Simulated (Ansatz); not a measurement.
Mg (hcp (Mg type), space group No. 194) at seven volumes, DFT-PBE+D3(BJ) in the program Ansatz with PAW potentials, shape and atoms relaxed at each. One row is withheld.

| V (Å³/atom) | P (GPa) |
|---|---|
| 19.745 | 4.53 |
| 20.396 | ? |
| 21.047 | 1.29 |
| 21.698 | 0.00 |
| 22.348 | -1.11 |
| 22.999 | -2.07 |
| 23.650 | -2.89 |

Task: Fit the shown pressures and predict the withheld one.

Result: P = (3/2)B₀(x^(7/2) − x^(5/2))[1 + (3/4)(B′ − 4)(x − 1)] with x = (V₀/V)^(2/3). Least squares on the six rows gives V₀ = 21.698 Å³/atom, B₀ = 39.8 GPa, B′ = 3.97. At V = 20.396, x = 1.0421 and P = 2.78 GPa. The run itself gave 2.79 GPa.

Space group P6_3/mmc (hcp (Mg type)). The PBE+D3(BJ) relaxation kept the symmetry of its start. The pairwise dispersion correction was not fitted to metals.

Potentials: the earlier of the program's two PAW sets.
